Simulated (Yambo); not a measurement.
A G0W0@PBEsol run in Yambo for LiBr (wurtzite, space group P6_3mc, No. 186) (3×3×2 Γ-centred k mesh, bands 3 to 174 and a 8 Ry block in the screening, 174 bands in G with the Bruneval-Gonze terminator, plasmon pole fitted at 27.2 eV) gives these matrix elements, in eV, at the band edges (Γ → Γ):

```csv
state,E0,<Vxc>,<Σx>,<Σc(E0)>,Z
valence edge,0.000,-12.980,-16.675,1.565,0.822
conduction edge,4.826,-7.282,-3.357,-3.011,0.858
```

Task: Solve the linearised quasiparticle equation for both states, give the gap, and say how exchange and correlation each act on it.

Result: E = E0 + Z(Σx + Σc − Vxc). Valence: 0.000 + 0.822 × (-16.675 + (1.565) − (-12.980)) = -1.75 eV. Conduction: 4.826 + 0.858 × (-3.357 + (-3.011) − (-7.282)) = 5.61 eV. The gap is 7.36 eV, against 4.83 eV in PBEsol. Replacing Vxc by bare exchange alone would open it by 7.62 eV; correlation takes back 4.58 eV of that, and Z scales what is left. Nearest settings tried, and what they do to the gap: 108 bands in W, 108 bands in G: -45 meV; 7 Ry block (221 vectors against 263): -22 meV; 3×3×1 mesh: -14 meV. So the settings aren't converged at that level. The k mesh is coarse. Spin-orbit splittings are left out.

Geometry relaxed with PBEsol; primitive cell a = b = 4.1347 Å, c = 6.6148 Å, α = β = 90.00°, γ = 120.00°.

This is not the ordinary phase of the substance; no match was found in the copy of COD used, and its stability was not checked.
